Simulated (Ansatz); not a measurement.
Input and command of a calculation in Ansatz (plane waves; scalar-relativistic PAW potentials unless the input names others):

```yaml
crystal:
  lattice:
    - [3.7786121745, 0.0, 0.0]
    - [-1.8893060873, 3.2723741341, 0.0]
    - [0.0, 0.0, 6.7389728787]
  atoms:
    - { symbol: Sn, position: [0.0, 0.0, 0.0] }
    - { symbol: Se, position: [0.3333333333, 0.6666666667, 0.2412719747] }
    - { symbol: Se, position: [0.6666666667, 0.3333333333, 0.7587280253] }
kpoints:
  mp_grid: { grid: [12, 12, 6] }
hamiltonian:
  xc: r2scan
scf:
  occupations: { method: gaussian, width: 0.05 }
  mixing: { preconditioner: resta }
output:
  forces: true
  eigenvalues: true
  stress: true
```

```bash
ansatz run input.yaml --threads 1 --pin off --max-ram 2560MiB --backend cpu --events-out ev --progress --plain --runs-dir out
```

Abridged log:
```
Pseudopotentials: kind: paw
Pseudopotential: Sn, paw, valence charge 14, recommended cutoff 500 eV (meta_gga)
Pseudopotential: Se, paw, valence charge 16, recommended cutoff 500 eV (meta_gga)
Functional definition: r2SCAN
Crystal: 3 atoms, lattice volume = 83.328 Å³
Basis set: ecut = 500 eV, 2101 PW (Γ), exchange–correlation on 120×120×200 points (64 copies of the dense FFT grid, shifted against one another)
Bands: 28, of which v1, the nominal top of the filled ones, is band 23 counted from 1 (22 counted from 0)
Symmetry: 12 space group operations
Space group: P-3m1 (ITA 164), of the structure as read, at distance tolerance 4.4e-5 Å
k-points: 100 of 864
Initial density: superposition of atomic densities (neutral atoms: chi_scale 0, normalization atom), corrected by the library's trained network
Initial wavefunctions: pseudopotential atomic-orbital guess
Functional: x = r2scan, c = r2scan; τ floored in thin density (d = 2e-4 eV/Å³)
SCF iter   1: F=—  HF=-16996.130759 eV  |F-HF|=—  |Δ(HF+E_count)|=         —  Δρ=6.25e-3  dr2=5.67e-2  dr2_τ=6.56e-3  ethr=1.77e-3  ⟨swp⟩=6.5  Hψ=12399  notcnv=0
SCF iter   2: F=—  HF=-16996.143606 eV  |F-HF|=—  |Δ(HF+E_count)|=   1.28e-2  Δρ=2.79e-3  dr2=4.09e-3  dr2_τ=2.35e-4  ethr=1.23e-4  ⟨swp⟩=2.9  Hψ=6116  notcnv=0  defer=100
SCF iter   3: F=—  HF=-16996.144247 eV  |F-HF|=—  |Δ(HF+E_count)|=   6.41e-4  Δρ=1.20e-3  dr2=7.84e-4  dr2_τ=1.41e-5  ethr=8.90e-6  ⟨swp⟩=2.0  Hψ=5000  notcnv=0
automatic band count: iteration 3 solves 27 bands in place of 28: the levels show a gap, and the empty bands left out lie too high to hold charge; the band table lists the bands solved (type scf.n_extra_bands for more)
SCF iter   4: F=—  HF=-16996.144347 eV  |F-HF|=—  |Δ(HF+E_count)|=   1.01e-4  Δρ=1.85e-4  dr2=1.85e-5  dr2_τ=9.62e-7  ethr=1.71e-6  ⟨swp⟩=2.0  Hψ=3479  notcnv=0
SCF iter   5: F=—  HF=-16996.144350 eV  |F-HF|=—  |Δ(HF+E_count)|=   2.94e-6  Δρ=6.09e-5  dr2=2.05e-6  dr2_τ=4.97e-8  ethr=4.01e-8  ⟨swp⟩=2.0  Hψ=5000  notcnv=0
SCF iter   6: F=-16996.144352 eV  HF=-16996.144352 eV  |F-HF|=2.49e-9  |Δ(HF+E_count)|=   1.33e-6  Δρ=8.34e-6  dr2=8.12e-8  dr2_τ=9.33e-10  ethr=2.17e-10  ⟨swp⟩=3.9  Hψ=11336  notcnv=0
SCF 1 converged in 6 iterations: F = -16996.144352 eV  dr2 = 8.12e-8
SCF converged after 6 iterations
Free energy (F): -16996.144352 eV
Harris-Foulkes:  -16996.144352 eV  (|F-HF|=2.49e-9)
Internal energy: -16996.144352 eV  (E = F + TS)
E sigma→0 (E₀):  -16996.144352 eV
Fermi energy:    7.217868 eV
--- Forces (eV/Å), atoms counted from 1 ---
  atom   1  Sn     0.00000000     0.00000000     0.00000000
  atom   2  Se     0.00000000     0.00000000    -0.32653654
  atom   3  Se     0.00000000     0.00000000     0.32653654
--- Stress (GPa, compression-positive) ---
        1.358940       0.000000       0.000000
        0.000000       1.358940       0.000000
        0.000000       0.000000      -2.199515
  P = ⅓ Tr σ = 0.1728 GPa (1.728 kbar)
```

Apart from outputs and empty bands, the input differs from a reference run on usual settings in scf.mixing.preconditioner: not typed → "resta"; basis.ecutwfc: 500 → not typed. The reference, at the same geometry (not necessarily relaxed), gave pressure 0.17 GPa, largest force 0.327 eV/Å, gap on the mesh 0.80 eV. This run converged in 6 SCF iterations (reference: 6) with an energy at zero smearing within 0.01 meV/atom of the reference's, pressure 0.17 GPa, largest force 0.327 eV/Å, gap on the mesh 0.80 eV.

It took 26 s on 1 thread of Arm Neoverse V2 (shared host), peak memory 0.69 GiB.